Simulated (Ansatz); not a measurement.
Relaxed candidate structures of SrTiO3:

A. P2₁ (No. 4), mP10; a = 5.5252 Å, b = 5.3041 Å, c = 6.3028 Å, α = 90.00°, β = 109.26°, γ = 90.00°; Sr 2a (0.448, 0.456, 0.759); Ti 2a (0.076, 0.503, 0.101); O 2a (0.820, 0.236, 0.083); O 2a (0.218, 0.232, 0.974); O 2a (0.298, 0.575, 0.365); non-magnetic

B. P6₃/mmc (No. 194), hP10; a = b = 5.535 Å, c = 5.021 Å, α = β = 90.00°, γ = 120.00°; Sr 2d (0.667, 0.333, 0.250); Ti 2a (0.000, 0.000, 0.000); O 6h (0.156, 0.313, 0.250); non-magnetic

C. R-3c, hexagonal axes (No. 167), hR10; a = 5.526 Å, b = 5.526 Å, c = 13.519 Å, α = 90.00°, β = 90.00°, γ = 120.00°; Sr 6a (0.000, 0.000, 0.250); Ti 6b (0.000, 0.000, 0.000); O 18e (0.482, 0.482, 0.250); non-magnetic

Question: Put the candidates in order of energy per atom, lowest first, for r2SCAN (plane waves to 500 eV, PAW, scalar-relativistic; Ansatz, an electronic-structure program).

Answer: C (reference), A (+115 meV/atom), B (+281 meV/atom)

Question: Give each candidate's band gap.

Answer: No candidate is metallic. A: 4.31 eV (no spin-orbit coupling); B: 1.99 eV (no spin-orbit coupling); C: 2.32 eV (no spin-orbit coupling).

Probably no minimum, since a slightly shaken restart fell lower: P6₃/mmc, hP10, non-magnetic (by 0.17 eV/atom, to P2₁). 3 runs with a doubtful electronic state, a coarser numerical grid, an end not at rest or a source that can't be used are left out. Each run could gain symmetry but not lose that of its start, so entries can be saddle points. All of these are generated cells (placed on structure types, drawn at random, substituted or restacked) that were not matched to a known phase here. Each structure is listed in the lowest spin state found for it. Energies are at zero temperature and pressure, without zero-point motion. The runs use different k-meshes, so differences are rounded accordingly. No spin polarisation in the result. Gaps of cells over 8 atoms come from the SCF mesh and high-symmetry points alone.
